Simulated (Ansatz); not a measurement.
K2S3:
```xyz
10
Lattice="3.5820 -4.9997 0.0000 3.5820 4.9997 0.0000 0.0000 0.0000 7.2868" Properties=species:S:1:pos:R:3 pbc="T T T"
K      3.5820     0.8109     4.7955
K      3.5820    -0.8109     1.1521
K      3.5820    -3.9777     2.8131
K      3.5820     3.9777     6.4565
S      1.6726    -1.6066     3.6676
S      5.4915     1.6066     0.0243
S      5.4915    -1.6066     3.6676
S      1.6726     1.6066     0.0243
S      3.5820    -2.9627     6.1201
S      3.5820     2.9627     2.4767
```

Relaxed with PBEsol.

Question: Map the valence electron density (e/Å³), cut off at 1 on the plane through (0.419, 0.581, 0.658) spanned by u = [0, 0, 1] and v = [1, -1, 0] in lattice vectors, from DFT-PBEsol in the program Ansatz with PAW potentials.

Answer: x is the fraction of u, y of v (the angle between them is 90°; rows are the nearest grid lines); atoms in the plane: K at (0.00, 0.00), K at (0.50, 0.16), K at (0.73, 0.48), K at (0.23, 0.68), S at (0.18, 0.38), S at (0.68, 0.78).
```
|9999931000000000000000000000001399999|
|9999520000000000000000000000000259999|
|9995210000000000000000011111000125899|
|1000000000000000000012467764321000011|
|0000000000000000001248999999842100000|
|0000123566421000001369982159853210000|
|0001269999983100001259999899753110000|
|0012899999999410000123578764321100000|
|0002699999999310000000111111000000000|
|0000135899642000000000001111100000000|
|0000011222210000000000013454321000000|
|0000011110000000000001599999997200000|
|0112455543211000000013999999999410000|
|1248999999642110000001499999995200001|
|1369996479853110000000136999842100001|
|1259997799853100000000000000000000001|
|0124689996421000000000000000000000000|
|0001112221100012577752100000000000000|
|0000000000000138999998310000000000000|
|0000000000001399999999931000000000000|
|1000000000000279999999720000000000001|
|9995200000000013578753100000000125999|
|9999520000000000112110000000000259999|
|9999931000000000000000000000001399999|
```
Scale: ten equal steps from 0.012 (start of '0') to 1.00 (end of '9'), in the order '0123456789'; x runs from 0.000 to 1.00, y from 0.000 (bottom) to 1.00 (top).

The density is the valence pseudo-density with augmentation charge, so density and ELF within about 1 Å of a nucleus are not all-electron values.

Space group Cmc2_1. The first step of the workflow began from a Materials Project structure, measured or hypothetical; the Crystallography Open Database files this formula in space group No. 36, but the cells were not matched. Whether it is the stable phase at ambient conditions was not checked. Symmetry was held in the PBEsol relaxation; its stability against distortions is not shown here.

Potentials: the later of the program's two PAW sets.
